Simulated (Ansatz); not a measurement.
Input and command of a plane-wave DFT calculation in Ansatz:

```yaml
crystal:
  lattice:
    - [-1.5430275, 1.5430275, 2.8281805]
    - [1.5430275, -1.5430275, 2.8281805]
    - [1.5430275, 1.5430275, -2.8281805]
  atoms:
    - { symbol: Sn, position: [0.0, 0.0, 0.0] }
basis:
  ecutwfc: 420
kpoints:
  mp_grid: { grid: [20, 20, 20] }
hamiltonian:
  xc: pbesol
scf:
  occupations: { method: gaussian, width: 0.15 }
output:
  forces: true
  stress: true
  eigenvalues: true
```

```bash
ansatz run input.yaml --threads 1 --pin off --max-ram 2560MiB --backend cpu --events-out ev --progress --plain --runs-dir out
```

Processor: AMD EPYC 9R45 96-Core Processor (Zen 5), 1 thread, on a host shared with other jobs.

Task: How long does it run, and how much memory does it take?

Result: About 3.7 s on 1 thread of AMD EPYC 9R45 96-Core Processor (Zen 5), on a shared host, peak memory 0.48 GiB. It solves 11 bands at 641 k points (the mesh reduced by symmetry) with about 509 plane waves, in 7 SCF iterations.
